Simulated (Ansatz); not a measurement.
Tl2InGaF6:
```cif
data_F24Ga4In4Tl8
_chemical_formula_sum 'Tl8 In4 Ga4 F24'
_space_group_name_H-M_alt 'Fm-3m'
_space_group_IT_number 225
_space_group_name_Hall '-F 4 2 3'
_cell_length_a 8.85681
_cell_length_b 8.85681
_cell_length_c 8.85681
_cell_angle_alpha 90.000
_cell_angle_beta 90.000
_cell_angle_gamma 90.000
loop_
_atom_site_label
_atom_site_type_symbol
_atom_site_symmetry_multiplicity
_atom_site_Wyckoff_symbol
_atom_site_fract_x
_atom_site_fract_y
_atom_site_fract_z
_atom_site_occupancy
Tl1 Tl 8 c 0.25000 0.25000 0.25000 1
In1 In 4 a 0.00000 0.00000 0.00000 1
Ga1 Ga 4 b 0.50000 0.50000 0.50000 1
F1 F 24 e 0.00000 0.00000 0.28625 1
```
(The calculation used a cell of 10 atoms; values per cell refer to that cell.)

Relaxed with r²SCAN+D4. Plane-wave PAW r²SCAN+D4 (Ansatz code) gives a gap of 2.37 eV.

### Question
What gap does HSE06 give on the same cell (Ansatz, PAW)?

### Answer
2.98 eV, 0.61 eV more. The hybrid was solved on a coarser mesh and at special points; its gap is the smallest among all of these.

```
k  v1 r²SCAN+D4  c1 r²SCAN+D4  v1 HSE06  c1 HSE06
-  ------------  ------------  --------  --------
Γ         -0.56          4.26         …         …
X         -0.07          2.97         …         …
L         -0.22          3.12         …         …
W          0.00          2.37      0.00      2.98
K         -0.03          2.60         …         …
```

### Question
Top valence (v1) and lowest conduction level (c1) in eV from each method's valence maximum (which need not be a listed point): supply the withheld HSE06 values.

### Answer

- X, v1 HSE06: -0.06
- X, c1 HSE06: 3.59
- Γ, v1 HSE06: -0.45
- Γ, c1 HSE06: 4.97
- K, v1 HSE06: -0.03
- K, c1 HSE06: 3.23
- L, v1 HSE06: -0.19
- L, c1 HSE06: 3.79

Cost on shared cores: the r²SCAN+D4 run (SCF on a 6×6×6 mesh, then bands and DOS) roughly 4 core-minutes, the HSE06 run (SCF on 3×3×3, then a few points) about 8 core-minutes (a rough figure); the tasks are unlike.

The first step of the workflow began from a Materials Project structure, measured or hypothetical; the Crystallography Open Database copy checked does not list it. Whether it is the stable phase at ambient conditions was not checked. The r²SCAN+D4 relaxation kept the symmetry of its start; its stability against distortions is not shown here. Spin–orbit coupling is left out wherever it is not named.

Potentials: the later of the program's two PAW sets.
